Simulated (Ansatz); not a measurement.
ScPtN2:
Space group R-3m, hexagonal axes (No. 166); a = 3.263 Å, b = 3.263 Å, c = 17.968 Å, α = 90.00°, β = 90.00°, γ = 120.00°

```csv
atom,site,symmetry,x,y,z
Sc,3b,-3m,0.0000,0.0000,0.5000
Pt,3a,-3m,0.0000,0.0000,0.0000
N,6c,3m,0.0000,0.0000,0.1048
```
(The calculation used a cell of 4 atoms; values per cell refer to that cell.)

Relaxed at zero pressure with PBE (plane waves, PAW; program Ansatz).

Task: The volume is raised by 9 % and shape and atoms relax at that volume. What pressure results, and how do the axes share the change?

Result: -7.1 GPa; a 5.3 %, b 5.3 %, c -1.8 %; the energy rises by 30 meV/atom.

Task: Give the new structure.

Result: 
Space group R-3m, hexagonal axes (No. 166); a = 3.4369 Å, b = 3.4369 Å, c = 17.6503 Å, α = 90.00°, β = 90.00°, γ = 120.00°

```tsv
atom	site	symmetry	x	y	z
Sc	3b	-3m	0.0000	0.0000	0.5000
Pt	3a	-3m	0.0000	0.0000	0.0000
N	6c	3m	0.0000	0.0000	0.1067
```

The phase is kept; no other phase was compared at this pressure.

The start of the workflow was typed in or built on a structure type; neither database checked (COD, Materials Project) lists it. Whether it is the stable phase at ambient conditions was not checked. The cell was relaxed with PBE under the symmetry of its start; whether a distortion lowers the energy is not shown. The run is not spin-polarised. Spin–orbit coupling is left out wherever it is not named.

Potentials: the later of the program's two PAW sets.
